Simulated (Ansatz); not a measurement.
An input for the plane-wave PAW code Ansatz:

```yaml
crystal:
  lattice:
    - [4.102220812, 0.0, 0.0]
    - [0.0, 4.102220812, 0.0]
    - [0.0, 0.0, 4.102220812]
  atoms:
    - { symbol: Eu, position: [0.0, 0.0, 0.0], spin: 7.67 }
    - { symbol: Bi, position: [0.5, 0.5, 0.5] }
basis:
  ecutwfc: 420
  ecutrho_ratio: 4
kpoints:
  mp_grid: { grid: [8, 8, 8] }
hamiltonian:
  xc: pbe
  hubbard:
    sites:
      - { species: Eu, l: f, u_eff: 6.0, starting_ns: start.occupation_matrices }
    ns_hold: { iters: 6 }
scf:
  occupations: { method: gaussian, width: 0.05 }
  lower_state_search: "off"
output:
  forces: true
  stress: true
  eigenvalues: true
  populations: true
  hubbard: { sites: [{ species: Eu, l: f }] }
magnetization:
  spin_polarized: true
```

Launched as:
```sh
ansatz run input.yaml --threads 2 --pin off --max-ram 2662MiB --backend cpu --events-out ev --progress --plain --runs-dir out
```

The file start.occupation_matrices holds the open shells' occupation matrices from the run at the neighbouring geometry.

This is a trial structure: such lanthanide and actinide compounds mostly take the rock-salt structure.

Q: What will the run give?

A: Pressure 0.0 GPa, gap on the mesh zero (metallic), site spin moments Eu 6.98 μB (PBE+U, scalar-relativistic).

What the program printed, in part:

```
Eu: projections on atomic orbitals take those of the free atom [Kr 4d10] 4f7 5s2 5p6 5d0 6s2, of charge +0.00 (hamiltonian.pseudopotentials.projection_atoms); the dataset's partial waves leave at most 1.0e-3 of an orbital's norm unspanned inside its sphere
Bi: projections on atomic orbitals take those of the free atom [Xe 4f14] 5d10 6s2 6p3, of charge +0.00 (hamiltonian.pseudopotentials.projection_atoms); the dataset's partial waves leave at most 4.7e-5 of an orbital's norm unspanned inside its sphere
hamiltonian.hubbard.sites[].starting_ns: atoms 0 take their starting occupation matrices from start.occupation_matrices, whose run converged
Pseudopotentials: kind: paw
Pseudopotential: Eu, paw, valence charge 17, recommended cutoff 420 eV (normal), Eu.paw.azcp
Pseudopotential: Bi, paw, valence charge 15, recommended cutoff 420 eV (normal), Bi.paw.azcp
Crystal: 2 atoms, lattice volume = 69.033 Å³
Basis set: ecut = 420 eV, 1357 PW (Γ), exchange–correlation on 60×60×60 points (8 copies of the dense FFT grid, shifted against one another)
Bands: 24, of which v1, the nominal top of the filled ones, is band 16 counted from 1 (15 counted from 0)
Symmetry: 48 space group operations
Space group: Pm-3m (ITA 221), of the structure as read, at distance tolerance 4.1e-5 Å
Magnetic group: BNS 221.92 (UNI 1594), of the structure as read, at distance tolerance 4.1e-5 Å
k-points: 35 of 512
Initial density: superposition of atomic densities (chi_scale 0.1, normalization cell)
Starting moments: Σ|m| = 7.67 μB on 1 of 2 sites
Initial wavefunctions: pseudopotential atomic-orbital guess
Functional: x = pbe(κ = 0.804, μ = 0.21951), c = pbe(β = 0.06672)
```

```
SCF iter   1: F=—  HF=-21162.441801 eV  |F-HF|=—  |Δ(HF+E_count)|=         —  Δρ=2.33e-1 (↑2.33e-1 ↓1.73e-1)  dr2=2.66e0  dr2_m=2.60e1  M=7.505 μB ∫|m|=7.514 μB
SCF iter   2: F=—  HF=-21156.895006 eV  |F-HF|=—  |Δ(HF+E_count)|=    5.55e0  Δρ=4.52e-2 (↑4.52e-2 ↓1.69e-2)  dr2=6.78e-1  dr2_m=5.64e-1  M=7.279 μB ∫|m|=7.286 μB
SCF iter   3: F=—  HF=-21159.214243 eV  |F-HF|=—  |Δ(HF+E_count)|=    2.32e0  Δρ=8.91e-3 (↑8.91e-3 ↓3.53e-3)  dr2=8.93e-2  dr2_m=8.37e-3  M=7.152 μB ∫|m|=7.173 μB
SCF iter   4: F=—  HF=-21161.568748 eV  |F-HF|=—  |Δ(HF+E_count)|=    2.35e0  Δρ=5.98e-3 (↑5.98e-3 ↓2.50e-3)  dr2=9.21e-3  dr2_m=9.80e-3  M=7.100 μB ∫|m|=7.138 μB
SCF iter   5: F=—  HF=-21163.041179 eV  |F-HF|=—  |Δ(HF+E_count)|=    1.47e0  Δρ=4.14e-3 (↑2.86e-3 ↓4.14e-3)  dr2=1.68e-3  dr2_m=7.19e-3  M=7.098 μB ∫|m|=7.135 μB
Mixer restart at iter 5: flushing history
spin-set hold released at iteration 5 (site moments contracting): the magnetisation degrees of freedom join the quasi-Newton model from the next iteration; the mixer history was flushed
SCF iter   6: F=—  HF=-21163.631190 eV  |F-HF|=—  |Δ(HF+E_count)|=   5.90e-1  Δρ=4.37e-3 (↑3.61e-3 ↓4.37e-3)  dr2=7.24e-4  dr2_m=9.69e-3  M=7.094 μB ∫|m|=7.132 μB
SCF iter   7: F=—  HF=-21164.299150 eV  |F-HF|=—  |Δ(HF+E_count)|=   6.68e-1  Δρ=1.76e-3 (↑1.76e-3 ↓1.59e-3)  dr2=3.34e-5  dr2_m=1.77e-3  M=7.088 μB ∫|m|=7.130 μB
Mixer restart at iter 7: flushing history
SCF iter   8: F=—  HF=-21164.301676 eV  |F-HF|=—  |Δ(HF+E_count)|=         —  Δρ=8.15e-4 (↑8.15e-4 ↓3.78e-4)  dr2=1.19e-4  dr2_m=2.22e-4  M=7.087 μB ∫|m|=7.130 μB
SCF iter   9: F=—  HF=-21164.301690 eV  |F-HF|=—  |Δ(HF+E_count)|=   1.35e-5  Δρ=1.93e-4 (↑6.63e-5 ↓1.93e-4)  dr2=1.99e-5  dr2_m=8.01e-6  M=7.088 μB ∫|m|=7.132 μB
SCF iter  10: F=—  HF=-21164.301684 eV  |F-HF|=—  |Δ(HF+E_count)|=   5.93e-6  Δρ=2.01e-4 (↑2.01e-4 ↓8.16e-5)  dr2=9.05e-6  dr2_m=1.24e-5  M=7.088 μB ∫|m|=7.132 μB
SCF iter  11: F=-21164.301683 eV  HF=-21164.301683 eV  |F-HF|=9.26e-8  |Δ(HF+E_count)|=   1.15e-6  Δρ=9.71e-6 (↑6.91e-6 ↓9.71e-6)  dr2=2.61e-8  dr2_m=3.63e-8  M=7.088 μB ∫|m|=7.132 μB
```

```
SCF 1 converged in 11 iterations: F = -21164.301683 eV  dr2 = 2.61e-8
SCF converged after 11 iterations
Magnetization: 7.0876 μB (19.5438 up, 12.4562 down)
Absolute magnetization: 7.1325 μB (∫|ρ↑−ρ↓|, with the PAW one-centre terms)
Per-site moments (μB) at R_I (Å): [(6.98069, 1.46546), (-0.01237, 1.46546)]
Free energy (F): -21164.301683 eV
E sigma→0 (E₀):  -21164.300676 eV
Entropy (-TS):   -0.002012 eV (-1.006 meV/atom)
Fermi energy:    10.593017 eV
--- Per-component energies (eV) ---
  E_band       = -117.788838
  E_kinetic    = 652.458869
  E_local      = -3463.180611  (includes V_loc(G=0)·N_el)
  E_nonlocal   = 1039.487156
  E_hartree    = 1267.046152
  E_xc         = -326.908053
  E_vxc        = -345.230889  (∫ρ·V_xc dr)
  E_hubbard    = 0.091739  (on-site DFT+U / exact-exchange correction)
  E_vhub       = -20.771590  (the Hubbard potential's part of the band-sum identity)
  E_paw        = -17055.887190  (= ΣΔE_a)
  E_vpaw       = -514.637693  (= ΣTr[D̂ρ^β])
  E_aug_tail   = -0.000445  (compensation charges beyond the density's cutoff)
  E_ewald      = -3277.407288
  E_smearing   = -0.002012  (= −TS)
--- Specified on-site occupations, and those of the state reported ---
  electrons in the specified blocks: 6.9827 specified, 6.9850 found
  site 0 (l=f) ↑: largest change of an orbital's occupation 0.0012; electrons 6.9742 specified, 6.9772 found; spectral distance 0.0015
  site 0 (l=f) ↓: largest change of an orbital's occupation 0.0002; electrons 0.0086 specified, 0.0079 found; spectral distance 0.0003
--- Forces (eV/Å), atoms counted from 1 ---
  atom   1  Eu     0.00000000     0.00000000     0.00000000
  atom   2  Bi     0.00000000     0.00000000     0.00000000
--- Stress (GPa, compression-positive) ---
       -0.033082       0.000000       0.000000
        0.000000      -0.033082       0.000000
        0.000000       0.000000      -0.033082
  P = ⅓ Tr σ = -0.0331 GPa (-0.331 kbar)
--- Band table (eV; the first three rows and the last of 70) ---
  k-point 0 ↑: bands = ["-30.2203", "-11.5613", "-11.5613", "-11.5564", "-11.5564", "-11.5564", "-9.0239", "-9.0239", "-9.0239", "-0.4308", "8.1775", "8.1775", "8.1775", "8.2102", "8.2102", "8.2102", "8.3156", "10.9913", "10.9913", "11.3030", "11.3030", "11.3030", "12.0122", "14.6139"]
  k-point 1 ↑: bands = ["-30.2195", "-11.5612", "-11.5587", "-11.5587", "-11.5572", "-11.5563", "-9.0507", "-9.0197", "-9.0197", "-0.3334", "8.1297", "8.1912", "8.1912", "8.1999", "8.2168", "8.2168", "8.3135", "9.6484", "11.0671", "11.1589", "11.1589", "11.6274", "13.3837", "14.6329"]
  k-point 2 ↑: bands = ["-30.2174", "-11.5643", "-11.5643", "-11.5610", "-11.5562", "-11.5473", "-9.1143", "-9.0095", "-9.0095", "-0.0803", "7.7663", "8.1754", "8.2138", "8.2138", "8.2463", "8.2463", "8.3084", "8.4677", "10.8402", "10.8402", "11.2653", "12.4669", "14.6798", "14.8686"]
  k-point 34 ↓: bands = ["-27.0515", "-11.5835", "-11.5835", "-11.5835", "-11.5212", "-11.5212", "-6.7961", "-6.7961", "-6.7961", "1.1405", "7.9007", "7.9007", "7.9007", "14.6291", "14.6291", "14.6291", "17.3981", "17.3981", "17.4199", "18.3065", "18.3065", "18.3065", "18.9145", "18.9145"]
--- Löwdin populations: 2 sites ---
  site symbol       q [e]    m [muB]
     0     Eu     16.7988     7.1140
     1     Bi     15.1621    -0.0308
--- Occupation matrices: 1 shell (run DFT+U table (all-electron-ortho-atomic); ε = 6.28e-4) ---
  Eu0 f_4F up     Tr n = 6.9772  λ = 0.992 0.996 0.996 0.996 0.999 0.999 0.999
  Eu0 f_4F dn     Tr n = 0.0079  λ = 0.001 0.001 0.001 0.001 0.001 0.001 0.002
```

Cost: 6.1 s on 2 threads of Arm Neoverse V2, on a shared host, peak memory 0.45 GiB.

Absolute energies hang on the potentials; compare differences alone.

For elements this heavy, spin–orbit coupling would shift levels and gaps; it isn't included here. The run wasn't fully tested for a lower electronic state. Site moments are of spin, integrated over atomic spheres. A U of this size is made for insulators; in a metal, as here, it tends to take f weight out of the bonding and to swell the cell. No antiparallel order was tried.
